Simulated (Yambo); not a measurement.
# SrMgH4: sweep of GW parameters

G0W0@LDA for SrMgH₄ (space group Cmc2_1, No. 36) in Yambo. Reference settings: 4×4×2 Γ-centred k mesh, bands 9 to 158 and a 6 Ry block in the screening, 158 bands in G with the Bruneval-Gonze terminator, plasmon pole fitted at 27.2 eV. The LDA gap (-0.5, -0.5, 0) → (0, 0.25, 0) on this mesh is 2.49 eV; G0W0 gaps are taken between the same points.

```tsv
change from the reference	G0W0 gap (-0.5, -0.5, 0) → (0, 0.25, 0) (eV)	shift of the valence edge (eV)
reference settings	4.35	-1.05
64 bands in W, 64 bands in G	4.36	-0.70
2 Ry block	4.05	-0.79
64 bands in G, no terminator	4.28	-0.48
```

The reference isn't shown to be the converged limit. The mesh misses a band edge: along a dense path the LDA gap is 2.39 eV against 2.49 eV on the mesh.

Geometry of the Materials Project entry, not relaxed at this level; primitive cell a = b = 7.0224 Å, c = 5.5762 Å, α = β = 90.00°, γ = 147.26°.

The structure is a Materials Project entry; no match was found in the copy of COD used, and its stability was not checked.

A shift is the quasiparticle energy of the state minus its LDA energy.
